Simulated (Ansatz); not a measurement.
WSe₂:
```cif
data_Se4W2
_chemical_formula_sum 'W2 Se4'
_space_group_name_H-M_alt 'P 1'
_space_group_IT_number 1
_cell_length_a 3.31493
_cell_length_b 3.31493
_cell_length_c 13.71958
_cell_angle_alpha 90.000
_cell_angle_beta 90.000
_cell_angle_gamma 120.000
loop_
_space_group_symop_operation_xyz
  'x, y, z'
loop_
_atom_site_label
_atom_site_type_symbol
_atom_site_fract_x
_atom_site_fract_y
_atom_site_fract_z
_atom_site_occupancy
W1 W 0.66667 0.33333 0.75000 1
W2 W 0.33333 0.66667 0.25000 1
Se1 Se 0.33333 0.66667 0.87109 1
Se2 Se 0.66667 0.33333 0.12891 1
Se3 Se 0.66667 0.33333 0.37109 1
Se4 Se 0.33333 0.66667 0.62891 1
```

Relaxed with r²SCAN.

Which orbitals make up the states near the band edges in the program Ansatz at the r²SCAN level (PAW)?

Top 1 eV of the valence band: W 5d 69 %, Se 4p 27 %. Bottom 1 eV of the conduction band: W 5d 67 %, Se 4p 27 %. Projections are on Löwdin-orthogonalised atomic valence shells; empty p or d shells of many metals are not among them.

Tabulate the density of states.

States/eV per cell of 6 atoms, in 0.25 eV bins, energy from the valence-band maximum.

```tsv
E (eV)	total	Se 4p	W 5d	W 6s
-7.85	0.00	0.00	0.00	0.00
-7.60	0.00	0.00	0.00	0.00
-7.35	0.00	0.00	0.00	0.00
-7.10	0.00	0.00	0.00	0.00
-6.85	0.46	0.29	0.08	0.05
-6.60	2.08	1.33	0.35	0.26
-6.35	2.71	1.67	0.52	0.31
-6.10	3.73	2.29	0.79	0.40
-5.85	4.51	2.71	1.17	0.37
-5.60	5.19	3.22	1.61	0.14
-5.35	3.61	2.51	0.93	0.03
-5.10	3.17	2.16	0.64	0.15
-4.85	3.55	2.20	0.76	0.24
-4.60	7.28	4.51	1.91	0.26
-4.35	4.51	2.72	1.35	0.11
-4.10	2.44	1.58	0.67	0.04
-3.85	3.76	2.52	1.07	0.03
-3.60	6.68	4.47	1.97	0.03
-3.35	5.64	3.27	2.20	0.03
-3.10	3.32	1.94	1.27	0.02
-2.85	2.75	1.58	1.07	0.02
-2.60	6.24	3.87	2.07	0.03
-2.35	8.16	5.54	2.27	0.01
-2.10	6.03	4.14	1.64	0.02
-1.85	4.99	3.68	1.11	0.02
-1.60	3.63	2.67	0.83	0.01
-1.35	2.91	1.65	1.12	0.03
-1.10	5.77	1.78	3.71	0.06
-0.85	4.61	1.32	3.07	0.05
-0.60	2.76	0.70	1.93	0.03
-0.35	1.28	0.28	0.95	0.01
-0.10	0.23	0.06	0.16	0.00
0.15	0.00	0.00	0.00	0.00
0.40	0.00	0.00	0.00	0.00
0.65	0.00	0.00	0.00	0.00
0.90	0.00	0.00	0.00	0.00
1.15	0.00	0.00	0.00	0.00
1.40	0.45	0.13	0.28	0.01
1.65	3.15	0.88	2.02	0.08
1.90	4.37	1.20	2.87	0.09
2.15	7.07	1.77	5.00	0.08
2.40	7.93	2.37	5.07	0.16
2.65	10.00	3.05	6.19	0.20
2.90	5.21	1.94	2.83	0.04
3.15	4.45	1.65	2.40	0.03
3.40	4.14	1.58	2.17	0.01
3.65	2.54	1.07	1.22	0.00
3.90	2.43	1.10	1.13	0.01
4.15	4.84	2.19	2.26	0.01
4.40	3.86	1.64	1.79	0.06
4.65	2.52	0.91	1.08	0.19
4.90	2.02	0.58	0.71	0.34
5.15	0.99	0.16	0.10	0.40
5.40	1.14	0.17	0.06	0.47
5.65	1.38	0.22	0.07	0.55
5.90	1.80	0.30	0.09	0.66
6.15	1.86	0.33	0.09	0.67
```

Space group P6_3/mmc. The cell was relaxed with r²SCAN under the symmetry of its start. The run is not spin-polarised. A crystal of weakly bound layers computed without a dispersion correction: the cell and the soft elastic constants depend strongly on that. Spin–orbit coupling is left out wherever it is not named.

Potentials: the earlier of the program's two PAW sets.
